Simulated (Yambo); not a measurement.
MgO (rock salt, space group Fm-3m, No. 225), G0W0@PBEsol in Yambo with this input:

```
rim_cut
gw0
dyson
el_el_corr
HF_and_locXC
ppa
em1d
RandQpts= 1000000
RandGvec= 1 Ry
EXXRLvcs= 84 Ry
VXCRLvcs= 336 Ry
Chimod= "HARTREE"
% BndsRnXp
 2 | 71 |
%
NGsBlkXp= 14 Ry
% LongDrXp
 1.0 | 1.0 | 1.0 |
%
PPAPntXp= 27.2114 eV
% GbndRnge
 1 | 71 |
%
GTermKind= "BG"
DysSolver= "n"
ExtendOut
```

On a 6×6×6 mesh, with wavefunctions cut at 84 Ry, the gap (Γ → Γ) is 7.206 eV and the valence edge shifts by -1.517 eV.

**Question.** What happens with this change: no terminator?

**Answer.** The gap falls by 0.113 eV, to 7.093 eV; the shift of the valence edge becomes -1.315 eV. Neither run is shown to be the converged limit.

Geometry relaxed with PBEsol; primitive cell a = 2.979 Å, b = 2.979 Å, c = 2.979 Å, α = 60.00°, β = 60.00°, γ = 60.00°.

A shift is the quasiparticle energy of the state minus its PBEsol energy.
